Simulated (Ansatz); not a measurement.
A geometry of MoRu away from equilibrium: step 4 of the relaxation of a relaxed MoRu cell displaced along its unstable phonon at q = (½, 0, 0) of its primitive reciprocal cell (141i cm⁻¹), largest move 0.15 Å. Level of theory: PBEsol (plane waves to 420 eV, PAW, scalar-relativistic; Ansatz, a program for electronic structure). Γ-centred k-mesh 9×9×7 on the run's cell (coarser than for final values), Fermi–Dirac smearing 0.05 eV. The plane waves were selected for a different cell earlier on the path.

```
MoRu
1.0
    8.14782    -0.12340     0.00000
   -2.09039     3.62066     0.00000
    0.00000     0.00000     4.92234
Ru Mo
4 4
Direct
  0.21859   0.71859   0.15070
  0.71859   0.71859   0.34930
  0.28141   0.28141   0.84930
  0.78141   0.28141   0.65070
  0.12938   0.62938   0.63431
  0.62938   0.62938   0.86569
  0.37062   0.37062   0.36569
  0.87062   0.37062   0.13431
```

Q: What forces act on the atoms (eV/Å)?

A: 
| atom | Fx | Fy | Fz |
|---|---|---|---|
| Ru1 | 0.07 | 0.04 | 0.59 |
| Ru2 | 0.07 | 0.04 | -0.59 |
| Ru3 | -0.07 | -0.04 | -0.59 |
| Ru4 | -0.07 | -0.04 | 0.59 |
| Mo5 | -0.42 | -0.24 | -0.02 |
| Mo6 | -0.42 | -0.24 | 0.02 |
| Mo7 | 0.42 | 0.24 | 0.02 |
| Mo8 | 0.42 | 0.24 | -0.02 |

The path ends in Pnma (No. 62). No spin polarisation in the result.

The run could not lose the symmetry of its start, so the end can be a saddle point.

The end of the path is a generated cell of MoRu: the first start was made by placing the elements on the sites of a structure type, and the end was not matched to a known phase here, so it may be hypothetical.
